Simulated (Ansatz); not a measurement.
LiCoAs:
```
CELL_PARAMETERS angstrom
      3.70579     0.00000     0.00000
      0.00000     3.70579     0.00000
      0.00000     0.00000     6.11292
ATOMIC_POSITIONS crystal
  Li 0.00000 0.50000 0.66821
  Li 0.50000 0.00000 0.33179
  Co 0.50000 0.50000 0.00000
  Co 0.00000 0.00000 0.00000
  As 0.50000 0.00000 0.77099
  As 0.00000 0.50000 0.22901
```

Relaxed with r²SCAN. Special points in fractions of this cell's reciprocal vectors: Γ (0.000, 0.000, 0.000); X (0.000, 0.500, 0.000); M (0.500, 0.500, 0.000); Z (0.000, 0.000, 0.500); R (0.000, 0.500, 0.500); A (0.500, 0.500, 0.500).

List the band energies nearest the Fermi level at these points for r²SCAN in the plane-wave PAW code Ansatz.

In eV from the Fermi level; about four levels below and three above (degenerate sets whole), none deeper than 8.9 eV; points with the same levels are listed once.

```tsv
k	below	above
Γ	-1.58 -0.89 -0.75 -0.75	0.06 1.17 2.55 2.55
X	-1.56 -1.56 -0.11 -0.11	1.61 1.61 5.09 5.09
M	-1.49 -1.49 -1.11 -1.11	0.11 0.11 3.49 3.49
Z	-0.90 -0.89 -0.61 -0.61	0.06 1.72 1.72
R	-1.97 -1.97 -1.67 -1.67	0.87 0.87 1.76 1.76
A	-1.66 -1.66 -1.11 -1.11	0.41 0.41 5.48 5.48
```

Space group P4/nmm. The workflow started from a Materials Project entry (that database holds measured and hypothetical structures alike); the Crystallography Open Database copy checked does not list it. Its standing as an ambient phase is unchecked. Symmetry was held in the r²SCAN relaxation; whether a distortion lowers the energy is not shown. No spin polarisation was allowed. Spin–orbit coupling is left out wherever it is not named.

Potentials: the later of the program's two PAW sets.
